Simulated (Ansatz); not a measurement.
Computed with DFT PBE, scalar-relativistic, plane waves, PAW (Ansatz 0.2.0). All cells share a 420 eV cutoff and Γ-centred k meshes spaced at most about 0.3 Å⁻¹ (about 0.25 or finer for metals, 2π included). No spin polarisation in the final relaxations.

Temperature and zero-point effects are left out.

Two forms of La3Si2F were relaxed alike.

1.

```yaml
crystal:
  lattice:
    - [6.16013, 0.00000, 0.00000]
    - [0.00000, 6.16013, 0.00000]
    - [0.00000, 0.00000, 4.78081]
  atoms:
    - { symbol: La, position: [0.00000, 0.50000, 0.50000] }
    - { symbol: La, position: [0.50000, 0.00000, 0.50000] }
    - { symbol: La, position: [0.50000, 0.50000, 0.50000] }
    - { symbol: Si, position: [0.00000, 0.00000, 0.25004] }
    - { symbol: Si, position: [0.00000, 0.00000, 0.74996] }
    - { symbol: F, position: [0.50000, 0.50000, 0.00000] }
```

2.

```yaml
crystal:
  lattice:
    - [5.03082, 0.00000, 0.00000]
    - [0.00000, 5.03082, 0.00000]
    - [0.00000, 0.00000, 9.87963]
  atoms:
    - { symbol: La, position: [0.50000, 0.00000, 0.00000] }
    - { symbol: La, position: [0.00000, 0.50000, 0.00000] }
    - { symbol: La, position: [0.00000, 0.00000, 0.50000] }
    - { symbol: Si, position: [0.00000, 0.00000, 0.22884] }
    - { symbol: Si, position: [0.00000, 0.00000, 0.77116] }
    - { symbol: F, position: [0.00000, 0.00000, 0.00000] }
```

Task: Which form is favoured at zero pressure, and by what margin per atom?

Result: Cell 1 is lower, by 0.38 eV/atom. Cell 1 has space group P4/mmm (No. 123), 30.2 Å³/atom and no gap on its mesh; cell 2 has space group P4/mmm (No. 123), 41.7 Å³/atom and no gap. The shortest distance is 2.39 Å (La–F and Si–Si) in cell 1 and 2.26 Å (Si–F) in cell 2. Cell 1 holds Si–Si chains (shortest 2.39 Å); in cell 2 the shortest Si–Si distance is 4.52 Å. The denser one is the lower, and pressure would at first widen the difference. In cell 1, La on a site of symmetry mmm is surrounded by 2 La at 3.08 Å and 4 Si at 3.30 Å; around Si lie 2 Si at 2.39 Å and 4 La at 3.30 Å; F is surrounded by 2 La at 2.39 Å; 1 more site not described. In cell 2, La on a site of symmetry mmm is surrounded by 2 F at 2.52 Å and 4 Si at 3.38 Å; Si is surrounded by 1 F at 2.26 Å, 1 La at 2.68 Å and 4 La at 3.38 Å; F is surrounded by 2 Si at 2.26 Å and 4 La at 2.52 Å; 1 more site not described. Both come from invented guesses. A third cell relaxed alike, in P-3m1, lies 0.89 eV/atom below the lower of the two.

Cells relaxed within their symmetry can be saddle points.
